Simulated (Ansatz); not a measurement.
ScAl: zone-centre modes under pressure

ScAl, Pm-3m, a = 3.310 Å. The structure is a Materials Project entry; whether it is the stable form wasn't checked. Ansatz: LDA, PAW, 420 eV, Γ-centred 12×12×12 mesh on 2 atoms, Fermi-Dirac smearing 0.15 eV; no spin polarisation. Cell and atoms are relaxed at each pressure with the symmetry kept; optical modes at Γ by linear response, in cm⁻¹, the highest.

```tsv
P (GPa)	V (Å³/atom)	ω1
0	18.139	295.0
5	17.206	?
15	15.860	360.1
```

Q: Get the mode's Grüneisen parameter γ = −d ln ω/d ln V from the other rows and predict the missing frequency.

A: ln(V/V0) = 0.0000, -0.0528, -0.1343; a line through ln(ω/ω0) of the 2 known rows gives ω1: γ = 1.485, predicted 319.1, computed 320.3. The miss is 0.4 %, or 5 % of the shift under pressure, so a constant γ serves at that level. In a metal these frequencies hang on the mesh and smearing.

The mesh isn't the same in all rows (12×12×12, 14×14×14).